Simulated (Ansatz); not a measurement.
Given:

ZnS:
```cif
data_SZn
_chemical_formula_sum 'Zn1 S1'
_space_group_name_H-M_alt 'P 1'
_space_group_IT_number 1
_cell_length_a 3.78754
_cell_length_b 3.78754
_cell_length_c 3.78754
_cell_angle_alpha 60.000
_cell_angle_beta 60.000
_cell_angle_gamma 60.000
loop_
_space_group_symop_operation_xyz
  'x, y, z'
loop_
_atom_site_label
_atom_site_type_symbol
_atom_site_fract_x
_atom_site_fract_y
_atom_site_fract_z
_atom_site_occupancy
Zn1 Zn 0.00000 0.00000 0.00000 1
S1 S 0.75000 0.75000 0.75000 1
```

This is the PBEsol-relaxed structure.

Question: All from PBEsol in the plane-wave PAW code Ansatz, unless another level is named. Estimate the Born charges (a third of the trace).

Answer: Zn +1.94, S -1.94 e.

Question: Give the electronic dielectric constant ε∞ (DFPT).

Answer: 6.08.

Question: And the largest static χ(2) component?

Answer: 23 pm/V.

Space group F-43m (zinc blende). The PBEsol relaxation kept the symmetry of its start.

Potentials: the earlier of the program's two PAW sets. The files were generated under PBE; for other functionals the program regenerates the frozen cores, and for LDA and PBEsol the local potential too.
